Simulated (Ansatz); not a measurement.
BP (wurtzite, P6_3mc) at seven volumes, plane-wave PAW r²SCAN (Ansatz code), shape and atoms relaxed at each. One row is withheld.

```csv
V (Å³/atom),P (GPa)
10.623,?
10.973,11.78
11.324,5.47
11.674,-0.01
12.024,-4.75
12.374,-8.85
12.724,-12.41
```

Q: Fit the shown pressures and predict the withheld one.

A: P = (3/2)B₀(x^(7/2) − x^(5/2))[1 + (3/4)(B′ − 4)(x − 1)] with x = (V₀/V)^(2/3). Least squares on the six rows gives V₀ = 11.674 Å³/atom, B₀ = 170 GPa, B′ = 3.77. At V = 10.623, x = 1.0649 and P = 19.16 GPa. The run itself gave 19.08 GPa.

The first step of the workflow began from a Materials Project structure, measured or hypothetical; the Crystallography Open Database copy checked does not list it. It is not the phase usual at ambient conditions (space group No. 216). The cell was relaxed with r²SCAN under the symmetry of its start; whether a distortion lowers the energy is not shown.

Potentials: the later of the program's two PAW sets.
